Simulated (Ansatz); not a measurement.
**Tb (hcp)**

The computed numbers are results of PBEsol, scalar-relativistic (collinear spin) in the plane-wave PAW code Ansatz at 420 eV, 14×14×8 k-mesh, Gaussian smearing of 0.05 eV. The datasets are Ansatz's generated set soft_2.

```
CELL_PARAMETERS angstrom
3.47036 0.00000 0.00000
-1.73518 3.00542 0.00000
0.00000 0.00000 5.55935
ATOMIC_POSITIONS crystal
Tb 0.33333 0.66667 0.75000
Tb 0.66667 0.33333 0.25000
```

Magnetic state: antiferromagnetic, site spin moments Tb 6.00, -6.00 μB.

Problem. Which orbitals carry the states at the Fermi level, and how many states are there?

Solution. Within 0.1 eV of it: Tb 4f 86 %, Tb 5d 13 % (shares among the projected shells). The Fermi level sits on a steep edge: the density of states is 12.1, 9.6 and 17.7 states/eV per cell at −0.1, 0 and +0.1 eV.

Density of states (tetrahedra, averaged over 0.5 eV; states/eV per cell of 2 atoms; energy in eV from the Fermi level; projections on Löwdin-orthogonalised atomic orbitals, summed over sites):

```
    E  total  Tb 4f up  Tb 4f down  Tb 5d up  Tb 5d down  Tb 6s
-4.60    0.1       0.0         0.0       0.0         0.0    0.1
-4.10   23.8      11.8        11.8       0.0         0.0    0.2
-3.60    4.6       2.2         2.2       0.0         0.0    0.2
-3.10    0.4       0.0         0.0       0.0         0.0    0.2
-2.60    0.6       0.0         0.0       0.1         0.1    0.3
-2.10    1.4       0.0         0.0       0.5         0.5    0.4
-1.60    1.9       0.0         0.0       0.7         0.7    0.3
-1.10    2.5       0.1         0.1       1.1         1.1    0.2
-0.60    3.0       0.4         0.4       1.0         1.0    0.1
-0.10   10.3       4.2         4.2       0.9         0.9    0.1
 0.40   20.0       8.8         8.8       1.2         1.2    0.1
 0.90    3.0       0.4         0.4       1.0         1.0    0.1
 1.40    2.9       0.1         0.1       1.2         1.2    0.1
 1.90    3.6       0.1         0.1       1.5         1.5    0.2
 2.40    3.6       0.0         0.0       1.5         1.5    0.3
 2.90    2.4       0.0         0.0       1.1         1.1    0.1
```

Without a U the open 4f shell is pinned at the Fermi level, an artefact: in the real crystal it splits into occupied and empty levels away from it, and its large orbital moment is missing here. For elements this heavy, spin–orbit coupling would shift levels and gaps; it isn't included here. The run wasn't fully tested for a lower electronic state. Site moments are of spin, integrated over atomic spheres.

The open shells may stand above their lowest state, and forces and pressures are less sure for it.
